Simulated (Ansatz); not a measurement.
Input:

NbNO:
```cif
data_N2Nb2O2
_chemical_formula_sum 'Nb2 N2 O2'
_space_group_name_H-M_alt 'P 1'
_space_group_IT_number 1
_cell_length_a 5.76029
_cell_length_b 5.76029
_cell_length_c 5.76029
_cell_angle_alpha 140.572
_cell_angle_beta 140.572
_cell_angle_gamma 56.986
loop_
_space_group_symop_operation_xyz
  'x, y, z'
loop_
_atom_site_label
_atom_site_type_symbol
_atom_site_fract_x
_atom_site_fract_y
_atom_site_fract_z
_atom_site_occupancy
Nb1 Nb 0.01349 0.01349 0.00000 1
Nb2 Nb 0.76349 0.26349 0.50000 1
N1 N 0.95315 0.45315 0.50000 1
N2 N 0.20315 0.20315 0.00000 1
O1 O 0.78335 0.78335 0.00000 1
O2 O 0.53335 0.03335 0.50000 1
```

This is the LDA-relaxed structure.

### Question
All from the program Ansatz at the LDA level (PAW), unless another level is named. Predict the static dielectric constant ε0 (ions relaxed, cell fixed).

### Answer
63.7 (xx = yy), 35.1 (zz).

### Question
What about the electronic dielectric constant ε∞ (DFPT)?

### Answer
9.55 (xx = yy), 8.31 (zz).

### Question
What about the Born charges (a third of the trace)?

### Answer
Nb +7.59, N -3.97, O -3.62 e.

Space group I4_1md. The workflow started from a Materials Project entry (that database holds measured and hypothetical structures alike); the Crystallography Open Database copy checked does not list it. COD files the formula under space group No. 14. Its standing as an ambient phase is unchecked. The LDA relaxation kept the symmetry of its start; whether a distortion lowers the energy is not shown. No spin polarisation was allowed. Scalar-relativistic: spin–orbit coupling is off unless named, which matters more the heavier the elements.

Potentials: the later of the program's two PAW sets.
